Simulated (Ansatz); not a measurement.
# Computed energy against volume: Sn (beta-Sn type, space group I4_1/amd)

Sn (beta-Sn type, space group I4_1/amd)

```xyz
2
Lattice="-2.9735 2.9735 1.6061 2.9735 -2.9735 1.6061 2.9735 2.9735 -1.6061" Properties=species:S:1:pos:R:3 pbc="T T T"
Sn     0.0000     2.9735     0.8030
Sn     0.0000     0.0000     0.0000
```

Equation-of-state scan: isotropic scaling of the cell above, V₀ being its volume. Symmetry pins the atoms to their sites.

These are PBE (plane waves to 420 eV, PAW, scalar-relativistic; Ansatz, a first-principles code) values and carry that method's errors. k mesh 16×16×16 (Γ-centred), Fermi-Dirac smearing 0.05 eV. The energy includes the smearing's −TS. Stress and pressure are positive under compression. With the shape held, the modulus is that of even scaling; a crystal free to change shape is softer. Sn was relaxed with its symmetry unable to fall. The PAW data are Ansatz's earlier set. ΔE is measured from the relaxed starting cell.

```json
[
 {"V (Å³/atom)": "23.858", "ΔE (kJ/mol of atoms)": "14.6", "P (GPa)": "12.7"},
 {"V (Å³/atom)": "24.994", "ΔE (kJ/mol of atoms)": "7.5", "P (GPa)": "8.3"},
 {"V (Å³/atom)": "26.130", "ΔE (kJ/mol of atoms)": "3.1", "P (GPa)": "4.8"},
 {"V (Å³/atom)": "27.266", "ΔE (kJ/mol of atoms)": "0.7", "P (GPa)": "2.1"},
 {"V (Å³/atom)": "28.402", "ΔE (kJ/mol of atoms)": "0.0", "P (GPa)": "0.0"},
 {"V (Å³/atom)": "29.538", "ΔE (kJ/mol of atoms)": "0.6", "P (GPa)": "-1.7"},
 {"V (Å³/atom)": "30.674", "ΔE (kJ/mol of atoms)": "2.2", "P (GPa)": "-3.0"},
 {"V (Å³/atom)": "31.810", "ΔE (kJ/mol of atoms)": "4.7", "P (GPa)": "-4.1"},
 {"V (Å³/atom)": "32.947", "ΔE (kJ/mol of atoms)": "7.8", "P (GPa)": "-5.0"}
]
```

Read from the data:

```yaml
pressure_at_the_smallest_volume: 12.7 GPa
energy_cost_of_the_largest_compression: 152 meV/atom
energy_cost_of_the_largest_expansion: 81 meV/atom
Bulk modulus at fixed cell shape B₀ (third-order Birch-Murnaghan fit): 47.6 GPa
Pressure derivative B₀′ (fit): 4.8
equilibrium_volume_of_the_fit: 28.40 Å³/atom
Pressure for 5 % compression (fit): 2.8 GPa
```

(Under strain, the slope of the energy per volume gives the stress and its curvature an elastic modulus.)
